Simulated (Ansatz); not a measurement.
Here is the system:

TiSi:
```xyz
8
Lattice="6.5057 0.0000 0.0000 0.0000 3.6339 0.0000 0.0000 0.0000 4.9904" Properties=species:S:1:pos:R:3 pbc="T T T"
Ti     4.3968     0.9085     1.8542
Ti     2.1089     2.7254     3.1362
Ti     5.3617     2.7254     4.3494
Ti     1.1440     0.9085     0.6410
Si     3.5393     0.9085     4.2685
Si     2.9665     2.7254     0.7219
Si     6.2193     2.7254     1.7733
Si     0.2864     0.9085     3.2171
```

This is the r²SCAN-relaxed structure. Cartesian axes are those of the cell as given.

### Question
All from DFT-r²SCAN in the program Ansatz with PAW potentials, unless another level is named. Give the highest zone-centre frequency.

### Answer
463 cm⁻¹.

### Question
Give the Poisson's ratio.

### Answer
0.22.

### Question
Next, the elastic constants (relaxed ions, GPa)?

### Answer
C11 = 231, C22 = 286, C33 = 323, C12 = 114, C13 = 84.0, C23 = 79.9, C44 = 98.7, C55 = 101, C66 = 152.

Space group Pnma. The workflow started from a Materials Project entry (that database holds measured and hypothetical structures alike); the Crystallography Open Database copy checked does not list it. COD files the formula under space group No. 25, so this cell is another polymorph or a model. Whether it is the stable phase at ambient conditions was not checked. The cell was relaxed with r²SCAN under the symmetry of its start; of distortions, only those at the zone centre were tested. The run is not spin-polarised. As this level gives no gap, shear constants depend on the k-mesh and smearing (Fermi–Dirac, 0.1 eV here). As this level gives no gap, phonon frequencies hold no LO–TO term and depend on the k-mesh and smearing (Fermi–Dirac, 0.1 eV here).

Potentials: the earlier of the program's two PAW sets.
